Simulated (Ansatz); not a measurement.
MoPd:
```cif
data_Mo4Pd4
_chemical_formula_sum 'Mo4 Pd4'
_space_group_name_H-M_alt 'Cmcm'
_space_group_IT_number 63
_space_group_name_Hall '-C 2c 2'
_cell_length_a 2.63019
_cell_length_b 10.45840
_cell_length_c 4.30400
_cell_angle_alpha 90.000
_cell_angle_beta 90.000
_cell_angle_gamma 90.000
loop_
_atom_site_label
_atom_site_type_symbol
_atom_site_symmetry_multiplicity
_atom_site_Wyckoff_symbol
_atom_site_fract_x
_atom_site_fract_y
_atom_site_fract_z
_atom_site_occupancy
Mo1 Mo 4 c 0.00000 0.32693 0.25000 1
Pd1 Pd 4 c 0.00000 0.06943 0.25000 1
```
(The calculation used a cell of 4 atoms; values per cell refer to that cell.)

Relaxed at zero pressure with DFT-PBEsol in the program Ansatz with PAW potentials.

Task: The volume is raised by 6 % and shape and atoms relax at that volume. What pressure results, and how do the axes share the change?

Result: -12.9 GPa; a 1.8 %, b 2.4 %, c 1.7 %; the energy rises by 38 meV/atom.

Task: Give the new structure.

Result: 
Space group Cmcm (No. 63); a = 2.677 Å, b = 10.708 Å, c = 4.378 Å, α = β = γ = 90.00°

| atom | site | symmetry | x | y | z |
|---|---|---|---|---|---|
| Mo | 4c | m2m | 0.0000 | 0.3265 | 0.2500 |
| Pd | 4c | m2m | 0.0000 | 0.0697 | 0.2500 |

The phase is kept; no other phase was compared at this pressure.

The start of the workflow was typed in or built on a structure type; neither database checked (COD, Materials Project) lists it. Its standing as an ambient phase is unchecked. Symmetry was held in the PBEsol relaxation; whether a distortion lowers the energy is not shown. The run is not spin-polarised. Axis ratios of metals converge slowly with the k-mesh, so a and c are less sure than the volume.

Potentials: the earlier of the program's two PAW sets. The files were generated under PBE; for other functionals the program regenerates the frozen cores, and for LDA and PBEsol the local potential too.
